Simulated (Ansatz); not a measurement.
AlNi (CsCl type, space group No. 221), a = b = c = 2.893 Å, α = β = γ = 90.00°.

Relaxed with DFT-PBE in the program Ansatz with PAW potentials. Indices refer to the conventional cell of Pm-3m, a = b = c = 2.893 Å, α = β = γ = 90.00°.

Problem. Simulate the powder diffraction pattern (Cu Kα, λ = 1.54184 Å; lines above 1 %) up to 2θ = 90°.

Solution. Simulated powder pattern, Cu Kα, λ = 1.54184 Å (kinematic, ideal powder, no thermal factors, no anomalous dispersion; the 30 strongest lines at most, above 1 %, up to 2θ = 90°):

```csv
2θ (°),d (Å),I/Imax (%),hkl
30.91,2.893,24,(100)
44.27,2.046,100,(110)
54.97,1.670,5.7,(111)
64.41,1.447,15,(200)
73.14,1.294,6.4,(210)
81.49,1.181,30,(211)
```

The cell was relaxed with PBE under the symmetry of its start. The run is not spin-polarised.

Potentials: the later of the program's two PAW sets.
